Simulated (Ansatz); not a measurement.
## Relaxation of LiNbO₂

Theory: DFT r2SCAN, scalar-relativistic, plane waves, PAW (Ansatz 0.2.0). (500 eV cutoff, 12×12×4 k-mesh, Gaussian smearing of 0.02 eV, no spin polarisation)

What was changed: relaxed at 15 GPa.

Other phases may be more stable at this pressure.

Command:

```bash
ansatz run input.yaml --threads 2 --pin off --max-ram 5120MiB --backend cpu --events-out ev --progress --plain --runs-dir out
```

Input:

```yaml
crystal:
  lattice:
    - [2.8376484368, 0.0, 0.0]
    - [-1.4188242184, 2.4574756332, 0.0]
    - [0.0, 0.0, 10.0713039028]
  atoms:
    - { symbol: Li, position: [0.0, 0.0, 0.0] }
    - { symbol: Li, position: [0.0, 0.0, 0.5] }
    - { symbol: Nb, position: [0.3333333333, 0.6666666667, 0.75] }
    - { symbol: Nb, position: [0.6666666667, 0.3333333333, 0.25] }
    - { symbol: O, position: [0.3333333333, 0.6666666667, 0.1204278903] }
    - { symbol: O, position: [0.6666666667, 0.3333333333, 0.6204278903] }
    - { symbol: O, position: [0.3333333333, 0.6666666667, 0.3795721097] }
    - { symbol: O, position: [0.6666666667, 0.3333333333, 0.8795721097] }
basis:
  ecutwfc: 500
kpoints:
  mp_grid: { grid: [12, 12, 4] }
hamiltonian:
  xc: r2scan
scf:
  occupations: { method: gaussian, width: 0.02 }
output:
  forces: true
  stress: true
  eigenvalues: true
relax:
  adjacent_minimum: "off"
  f_tol: 0.008
  max_steps: 50
  cell: { stress_tol: 0.08, p_target: 15.0 }
```

F is the free energy. Steps run on the plane waves of an earlier cell, but the last one, and at times one on the way, on a freshly chosen basis, so a repeated geometry can differ a little in energy. The relaxation lowers the enthalpy F + PV at the target pressure, so F itself can rise.

Steps:

| step | F − F(1) (eV) | largest force component (eV/Å) | V (Å³/atom) | P (GPa) |
| --- | --- | --- | --- | --- |
| 1 | 0.0000 | 0.503 | 8.779 | 18.35 |
| 2 | -0.0654 | 0.054 | 8.840 | 13.84 |
| 3 | -0.0349 | 0.059 | 8.796 | 14.88 |
| 4 | -0.0371 | 0.000 | 8.798 | 14.96 |
| 5 | -0.0372 | 0.000 | 8.798 | 14.96 |

Relaxed structure:

```cif
data_structure
_symmetry_space_group_name_H-M 'P 1'
_symmetry_Int_Tables_number 1
_cell_length_a 2.8482
_cell_length_b 2.8482
_cell_length_c 10.0189
_cell_angle_alpha 90.000
_cell_angle_beta 90.000
_cell_angle_gamma 120.000
_cell_volume 70.39
loop_
_atom_site_label
_atom_site_type_symbol
_atom_site_fract_x
_atom_site_fract_y
_atom_site_fract_z
_atom_site_occupancy
Li1 Li 0.00000 0.00000 0.00000 1
Li2 Li 0.00000 0.00000 0.50000 1
Nb1 Nb 0.33333 0.66667 0.75000 1
Nb2 Nb 0.66667 0.33333 0.25000 1
O1 O 0.33333 0.66667 0.11845 1
O2 O 0.66667 0.33333 0.61845 1
O3 O 0.33333 0.66667 0.38155 1
O4 O 0.66667 0.33333 0.88155 1
```

Symmetry: P6_3/mmc, No. 194, hexagonal system. The conventional cell has a = 2.848 Å, b = 2.848 Å, c = 10.019 Å, α = 90.00°, β = 90.00°, γ = 120.00°. Li (site symmetry -3m) is surrounded by 6 O at 2.03 Å. Nb (site symmetry -6m2) has 6 O at 2.11 Å as nearest neighbours. O (site symmetry 3m) is surrounded by 3 Li at 2.03 Å and 3 Nb at 2.11 Å.

The run converged. It took 85 s on 2 threads of Intel(R) Xeon(R) Processor @ 2.50GHz (Skylake/Cascade Lake), with other jobs on the host, peak memory 0.68 GiB.